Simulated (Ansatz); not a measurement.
Method: DFT PBE, scalar-relativistic, plane waves, PAW, and for the lanthanide a 4f-in-core norm-conserving potential, in Ansatz 0.2.0. All cells share a 690 eV cutoff and Γ-centred k meshes spaced at most about 0.3 Å⁻¹ (about 0.25 or finer for metals, 2π included). No spin polarisation in the final relaxations.

All energies are static (0 K, no zero-point motion).

Two forms of SmHfW were relaxed alike.

A.

```cif
data_structure
_symmetry_space_group_name_H-M 'P-6m2'
_symmetry_Int_Tables_number 187
_cell_length_a 5.0054
_cell_length_b 5.0054
_cell_length_c 3.1383
_cell_angle_alpha 90.000
_cell_angle_beta 90.000
_cell_angle_gamma 120.000
_cell_volume 68.09
loop_
_atom_site_label
_atom_site_type_symbol
_atom_site_symmetry_multiplicity
_atom_site_Wyckoff_symbol
_atom_site_fract_x
_atom_site_fract_y
_atom_site_fract_z
_atom_site_occupancy
Sm1 Sm 1 a 0.00000 0.00000 0.00000 1
Hf1 Hf 1 d 0.33333 0.66667 0.50000 1
W1 W 1 f 0.66667 0.33333 0.50000 1
```

B.

```cif
data_structure
_symmetry_space_group_name_H-M 'P4/nmm:1'
_symmetry_Int_Tables_number 129
_cell_length_a 4.1982
_cell_length_b 4.1982
_cell_length_c 7.8496
_cell_angle_alpha 90.000
_cell_angle_beta 90.000
_cell_angle_gamma 90.000
_cell_volume 138.35
loop_
_atom_site_label
_atom_site_type_symbol
_atom_site_symmetry_multiplicity
_atom_site_Wyckoff_symbol
_atom_site_fract_x
_atom_site_fract_y
_atom_site_fract_z
_atom_site_occupancy
Sm1 Sm 2 a 0.00000 0.00000 0.00000 1
Hf1 Hf 2 c 0.50000 0.00000 0.61716 1
W1 W 2 c 0.50000 0.00000 0.28067 1
```

**Question.** Which would you expect to be lower, and how large is the difference?

**Answer.** A is lower, by 213 meV/atom. A has space group P-6m2 (No. 187), 22.7 Å³/atom and no gap on its mesh; B has space group P4/nmm (No. 129), 23.1 Å³/atom and no gap. Counting all near atoms (those within 1.25 times the shortest distance at each site; a plus sign parts nearer from farther groups), A has Sm 14, Hf 11, W 11 and B has Sm 8+4, Hf 1+4, W 1+8. Even the lower one lies +0.53 eV/atom against the reference forms of the elements (uncorrected), so neither is stable at this level. In A, around Sm lie 2 Sm at 3.14 Å, 6 Hf at 3.29 Å and 6 W at 3.29 Å; Hf is surrounded by 3 W at 2.89 Å, 2 Hf at 3.14 Å and 6 Sm at 3.29 Å; W is surrounded by 3 Hf at 2.89 Å, 2 W at 3.14 Å and 6 Sm at 3.29 Å. In B, Sm has 4 Sm at 2.97 Å, 4 W at 3.04 Å, 4 Hf at 3.67 Å and 4 Sm at 4.20 Å; Hf is surrounded by 1 W at 2.64 Å, 4 W at 3.08 Å, 4 Hf at 3.49 Å and 4 Sm at 3.67 Å; around W lie 1 Hf at 2.64 Å, 4 Sm at 3.04 Å and 4 Hf at 3.08 Å. Both come from invented guesses.

These runs have no spin–orbit coupling, which can matter for Hf and W. Cells relaxed within their symmetry can be saddle points.

The lanthanide is trivalent by construction, without f bands, f moments or other valences.
